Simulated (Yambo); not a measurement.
```xyz
4
Lattice="1.9718 1.1384 6.6008 -1.9718 1.1384 6.6008 0.0000 -2.2768 6.6008" Properties=species:S:1:pos:R:3 pbc="T T T"
N      0.0000     0.0000     9.9012
F      0.0000     0.0000     0.0000
Ba     0.0000     0.0000    15.0062
Ba     0.0000     0.0000     4.7962
```

Ba₂NF (space group R-3m, No. 166): mean Im ε in 1 eV windows above the direct gap of 1.70 eV, for different electron-hole kernels (Yambo, broadening 0.15 eV, PBEsol (pw.x of Quantum ESPRESSO, ONCV potentials, no spin-orbit coupling) bands; 6×6×6 mesh, 3 valence and 9 conduction bands, static screening with 50 bands and a 4 Ry block, scissor 0.81 eV, Tamm-Dancoff; field along x).

| window (eV) | independent quasiparticles | BSE |
|---|---|---|
| 1.7 to 2.7 | 1.0 | 2.0 |
| 2.7 to 3.7 | 2.3 | 3.1 |
| 3.7 to 4.7 | 3.1 | 4.8 |
| 4.7 to 5.7 | 5.2 | 5.5 |
| 5.7 to 6.7 | 4.5 | 3.7 |

This run doesn't resolve bound excitons or single peaks, so only averages are given, and they too depend on the mesh; weight that the attraction moves below the gap isn't listed. All transitions below 6.92 eV are in the band window. The scissor comes from a G0W0 run whose convergence isn't established.

Geometry relaxed with PBEsol.

The structure is a Materials Project entry; no match was found in the copy of COD used, and its stability was not checked.
